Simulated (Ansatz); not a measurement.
input.yaml (Ansatz)

```yaml
crystal:
  lattice:
    - [0.0, 2.9538745243, 2.9538745243]
    - [2.9538745243, 0.0, 2.9538745243]
    - [2.9538745243, 2.9538745243, 0.0]
  atoms:
    - { symbol: Ba, position: [0.0, 0.0, 0.0] }
hamiltonian:
  xc: lda
  pseudopotentials:
    kind: paw
    azcp:
      Ba: "pseudopotentials/Ba.paw.azcp"
basis:
  ecutwfc: 420
  fft_grid_basis: typed
kpoints:
  mp_grid: { grid: [10, 10, 10], shift: [0, 0, 0] }
magnetization:
  spin_polarized: false
scf:
  occupations: { method: fermi_dirac, width: 0.1 }
  lower_state_search: "off"
output:
  stress: true
```

and its output:

```
Warning: the record states the generating functional pbe (its physics header spells it `PBE`), which answers neither for hamiltonian.xc's functional nor for the lda family's — results may be inconsistent (PPs are generated against a specific XC)
Engine: ansatz 0.2.0, aarch64-unknown-linux-gnu
Pseudopotentials: kind: paw
Pseudopotential: Ba, paw, valence charge 10, recommended cutoff 420 eV (normal) 
Functional definition: SPW92
  exchange = slater_x
  correlation = pw_c
Crystal: 1 atoms, lattice volume = 51.547 Å³
Basis set: ecut = 420 eV, 965 PW (Γ)
Bands: 9, of which v1, the nominal top of the filled ones, is band 5 counted from 1 (4 counted from 0)
Symmetry: 48 space group operations
Space group: Fm-3m (ITA 225), of the structure as read, at distance tolerance 3.7e-5 Å
k-points: 47 of 1000
Non-local potential: Ba, projectors of the file, l = 0: 3, l = 1: 2, l = 2: 2, l = 3: 2
PAW form: soft (Blöchl's): semilocal exchange-correlation on the pseudo side does not see the compensation charge
PAW frozen core: Ba, regenerated for the run's functional, and the local potential with it (the file was generated under x = pbe(κ = 0.804, μ = 0.2195149727645171), c = pbe(β = 0.06672455060314922))
PAW one-centre angular grid: Ba, 194 points (default); XC on 64 Gauss nodes
Initial density: superposition of atomic densities (neutral atoms: chi_scale 0, normalization atom), corrected by the library's trained network
Initial wavefunctions: pseudopotential atomic-orbital guess
Functional: x = slater, c = lda
SCF iter   1: F=—  HF=-5779.592465 eV  |F-HF|=—  |Δ(HF+E_count)|=         —  Δρ=3.34e-3  dr2=3.34e-3  ethr=1.77e-3  ⟨swp⟩=7.1  Hψ=4045  notcnv=0
SCF iter   2: F=—  HF=-5779.591985 eV  |F-HF|=—  |Δ(HF+E_count)|=   4.80e-4  Δρ=1.82e-3  dr2=1.15e-3  ethr=3.34e-5  ⟨swp⟩=2.4  Hψ=967  notcnv=0
SCF iter   3: F=—  HF=-5779.591853 eV  |F-HF|=—  |Δ(HF+E_count)|=   1.32e-4  Δρ=2.97e-4  dr2=6.19e-5  ethr=1.15e-5  ⟨swp⟩=1.0  Hψ=423  notcnv=0
SCF iter   4: F=—  HF=-5779.591828 eV  |F-HF|=—  |Δ(HF+E_count)|=   2.50e-5  Δρ=5.36e-5  dr2=9.76e-7  ethr=6.19e-7  ⟨swp⟩=2.2  Hψ=627  notcnv=0
iter 5 did not close the SCF: its close was put off for the readings that it lacked (scf_convergence_deferred on its scf_iter line)
SCF iter   5: F=-5779.591828 eV  HF=-5779.591828 eV  |F-HF|=6.88e-8  |Δ(HF+E_count)|=   3.02e-7  Δρ=9.73e-6  dr2=8.84e-8  ethr=9.76e-9  ⟨swp⟩=2.3  Hψ=652  notcnv=0
SCF iter   6: F=-5779.591828 eV  HF=-5779.591828 eV  |F-HF|=4.92e-10  |Δ(HF+E_count)|=   4.15e-8  Δρ=9.84e-7  dr2=6.54e-10  ethr=8.84e-10  ⟨swp⟩=3.1  Hψ=1654  notcnv=0
SCF 1 converged in 6 iterations: F = -5779.591828 eV  dr2 = 6.54e-10
SCF converged after 6 iterations
Free energy (F): -5779.591828 eV
Harris-Foulkes:  -5779.591828 eV  (|F-HF|=4.92e-10)
Internal energy: -5779.539939 eV  (E = F + TS)
E sigma→0 (E₀):  -5779.565884 eV
Entropy (-TS):   -0.051888 eV (-51.888 meV/atom)
Fermi energy:    7.256023 eV
--- Per-component energies (eV) ---
  E_band       = -68.018439
  E_kinetic    = 168.080845
  E_local      = -328.641854  (includes V_loc(G=0)·N_el)
  E_nonlocal   = 60.557110
  E_hartree    = 102.691169
  E_xc         = -165.910165
  E_vxc        = -134.640019  (∫ρ·V_xc dr)
  E_paw        = -5057.838616  (= ΣΔE_a)
  E_vpaw       = -38.757296  (= ΣTr[D̂ρ^β])
  E_aug_tail   = -0.000002  (compensation charges beyond the density's cutoff)
  E_ewald      = -558.760942
  E_core_change = 0.282516  (= ΣΔE_core)
  E_smearing   = -0.051888  (= −TS)
  E_closure    = 0.000000  (closes the sum)
  Σ components = -5779.591828   (vs F -5779.591828, Δ=0.00e0)
--- Stress (GPa, compression-positive) ---
        0.370557      -0.000000       0.000000
       -0.000000       0.370557       0.000000
        0.000000      -0.000000       0.370557
  P = ⅓ Tr σ = 0.3706 GPa (3.706 kbar)
```
